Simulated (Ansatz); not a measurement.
Ansatz (a program for electronic structure) input:

Ansatz 0.2 input:
```yaml
crystal:
  lattice:
    - [4.1099625154, 0.0, 0.0]
    - [0.0, 4.1099625154, 0.0]
    - [0.0, 0.0, 4.1099625154]
  atoms:
    - { symbol: Ti, position: [0.0, 0.5, 0.5] }
    - { symbol: Ti, position: [0.5, 0.0, 0.5] }
    - { symbol: Ti, position: [0.5, 0.5, 0.0] }
    - { symbol: In, position: [0.0, 0.0, 0.0] }
    - { symbol: N, position: [0.5, 0.5, 0.5] }
kpoints:
  mp_grid: { grid: [21, 21, 21] }
hamiltonian:
  xc: lda
  pseudopotentials: { kind: paw }
scf:
  occupations: { method: fermi_dirac, width: 0.1 }
elastic: { mode: relaxed_ion, stencil: two_point, amplitude: 0.005, f_tol: 0.0005 }
```

Output (shortened):

```
Pseudopotential: Ti, paw, valence charge 12
Pseudopotential: In, paw, valence charge 13
Pseudopotential: N, paw, valence charge 5
Functional definition: SPW92
Crystal: 5 atoms, lattice volume = 69.425 Å³
Basis set: ecut = 420 eV, 1357 PW (Γ)
Bands: 33, of which v1, the nominal top of the filled ones, is band 27 counted from 1 (26 counted from 0)
Symmetry: 48 space group operations
Space group: Pm-3m (ITA 221), of the structure as read, at distance tolerance 4.1e-5 Å
k-points: 286 of 9261
the search or the solves at the SCF's close seem to have found levels that the self-consistency loop had missed (the run counts 2) …
SCF 1 converged in 12 iterations: F = -13187.245940 eV  dr2 = 1.45e-14
Crystal: 5 atoms, lattice volume = 69.078 Å³
Symmetry: 16 space group operations
k-points: 726 of 9261
SCF 2 converged in 10 iterations: F = -13187.244017 eV  dr2 = 3.46e-14
Crystal: 5 atoms, lattice volume = 69.772 Å³
SCF 3 converged in 9 iterations: F = -13187.245415 eV  dr2 = 4.54e-15
Crystal: 5 atoms, lattice volume = 69.424 Å³
Symmetry: 8 space group operations
k-points: 1331 of 9261
SCF 4 converged in 9 iterations: F = -13187.245643 eV  dr2 = 9.95e-14
Crystal: 5 atoms, lattice volume = 69.424 Å³
SCF 5 converged in 8 iterations: F = -13187.245643 eV  dr2 = 2.43e-14
SCF converged after 12 iterations
Free energy (F): -13187.245940 eV
Harris-Foulkes:  -13187.245940 eV  (|F-HF|=0.00e0)
Internal energy: -13187.085777 eV  (E = F + TS)
E sigma→0 (E₀):  -13187.165858 eV
Entropy (-TS):   -0.160163 eV (-32.033 meV/atom)
Fermi energy:    15.407281 eV
--- Per-component energies (eV) ---
  E_band       = -339.217572
  E_kinetic    = 1204.822563
  E_local      = -3300.474107  (includes V_loc(G=0)·N_el)
  E_nonlocal   = 451.918285
  E_hartree    = 1346.936033
  E_xc         = -569.269706
  E_vxc        = -550.216963  (∫ρ·V_xc dr)
  E_paw        = -7130.954327  (= ΣΔE_a)
  E_vpaw       = -839.139801  (= ΣTr[D̂ρ^β])
  E_aug_tail   = 0.000384  (compensation charges beyond the density's cutoff)
  E_ewald      = -5191.407334
  E_core_change = 1.342431  (= ΣΔE_core)
  E_smearing   = -0.160163  (= −TS)
  E_closure    = 0.000000  (closes the sum)
  Σ components = -13187.245940   (vs F -13187.245940, Δ=0.00e0)
--- Forces (eV/Å), atoms counted from 1 ---
  atom   1  Ti     0.00000000     0.00000000     0.00000000
  atom   2  Ti     0.00000000     0.00000000     0.00000000
  atom   3  Ti     0.00000000     0.00000000     0.00000000
  atom   4  In     0.00000000     0.00000000     0.00000000
  atom   5  N      0.00000000     0.00000000     0.00000000
  max |Σ_I F_I| component: 0.0 eV/Å
--- Stress (GPa, compression-positive) ---
        0.312365       0.000000       0.000000
        0.000000       0.312365       0.000000
        0.000000       0.000000       0.312365
  P = ⅓ Tr σ = 0.3124 GPa (3.124 kbar)
--- Band table (eV; the first three rows and the last of 286) ---
  k-point 0: bands = ["-41.0491", "-40.9054", "-40.9054", "-17.8830", "-17.8830", "-17.8830", "-17.5200", "-17.5200", "-17.5200", "-17.3713", "-17.3713", "-17.3713", "-0.7125", "0.9008", "0.9008", "0.9217", "0.9217", "0.9217", "7.0387", "11.5295", "11.5295", …
  k-point 1: bands = ["-41.0484", "-40.9061", "-40.9054", "-17.8814", "-17.8814", "-17.8808", "-17.5205", "-17.5205", "-17.5202", "-17.3748", "-17.3725", "-17.3725", "-0.6995", "0.9015", "0.9028", "0.9219", "0.9223", "0.9223", "7.0561", "11.4701", "11.5165", …
  k-point 2: bands = ["-41.0463", "-40.9082", "-40.9054", "-17.8767", "-17.8767", "-17.8741", "-17.5221", "-17.5221", "-17.5210", "-17.3852", "-17.3759", "-17.3759", "-0.6612", "0.9036", "0.9086", "0.9223", "0.9240", "0.9240", "7.1075", "11.3045", "11.4797", …
  k-point 285: bands = ["-40.9527", "-40.9518", "-40.9518", "-18.2465", "-17.7833", "-17.7829", "-17.7829", "-17.3813", "-17.3813", "-17.3621", "-17.3621", "-17.3618", "0.8864", "0.8878", "0.8878", "1.0302", "1.0302", "1.2464", "8.6486", "8.6490", "8.6490", …
--- Elastic constants: 2 strain directions × 2 members + reference (group order 48) ---
  dense FFT box of the reference and of every strained cell: 30×30×30
  strains applied: 11, 23; error gains: componentwise 1.00 (the most a stress slope's error grows in a printed constant), spectral 1.73 (1 for all six strains …
  C = ∂σ_k/∂η_j (tension-positive GPa; Voigt order 11 22 33 23 13 12):
       228.043    156.300    156.300      0.000      0.000      0.000
       156.300    228.043    156.300      0.000      0.000      0.000
       156.300    156.300    228.043      0.000      0.000      0.000
         0.000      0.000      0.000     56.520      0.000      0.000
         0.000      0.000      0.000      0.000     56.520      0.000
         0.000      0.000      0.000      0.000      0.000     56.520
  reference stress σ⁰ (GPa):     -0.312     -0.312     -0.312      0.000      0.000      0.000
  moduli (Voigt/Reuss/Hill, GPa): K = 180.21/180.21/180.21   G = 48.26/45.94/47.10   E = 129.98   ν = 0.380
  mechanically stable: yes (min eigenvalue of sym C = 56.52 GPa)
  strain η (Voigt 11):  stress-route row diagonal C_11 = 228.04 GPa, energy-path curvature d²(F+E_count+ΔE)/dδ²/Ω₀ = 227.80 GPa
         δ    σ_11 (GPa)             F (eV)   n_scf  n_hpsi   n_pw
    -5.000e-3      -1.4813      -13187.2440165      10  490793   1368   relax 0 steps, max|allowed force component| 0.0 eV/Å
     5.000e-3       0.7992      -13187.2454147       9  464531   1382   relax 0 steps, max|allowed force component| 0.0 eV/Å
  strain η (Voigt 23):  stress-route row diagonal C_44 = 56.52 GPa, energy-path curvature d²(F+E_count+ΔE)/dδ²/Ω₀ = 56.62 GPa
         δ    σ_23 (GPa)             F (eV)   n_scf  n_hpsi   n_pw
    -5.000e-3      -0.2826      -13187.2456435       9  818084   1375   relax 0 steps, max|allowed force component| 0.0 eV/Å
     5.000e-3       0.2826      -13187.2456435       8  723337   1375   relax 0 steps, max|allowed force component| 0.0 eV/Å
```

Cost: around 11 core-minutes (rough) on shared cores.

The first step of the workflow began from a Materials Project structure, measured or hypothetical; the Crystallography Open Database copy checked does not list it. Whether it is the stable phase at ambient conditions was not checked. The cell was relaxed with LDA under the symmetry of its start; of distortions, only those at the zone centre were tested. No spin polarisation was allowed. As this level gives no gap, shear constants depend on the k-mesh and smearing (Fermi–Dirac, 0.1 eV here). On the denser mesh and wider smearing of the elastic run this cell carries a stress of 0.3 GPa. Scalar-relativistic: spin–orbit coupling is off unless named, which matters more the heavier the elements.

Potentials: the later of the program's two PAW sets.

Ansatz is a plane-wave DFT program.
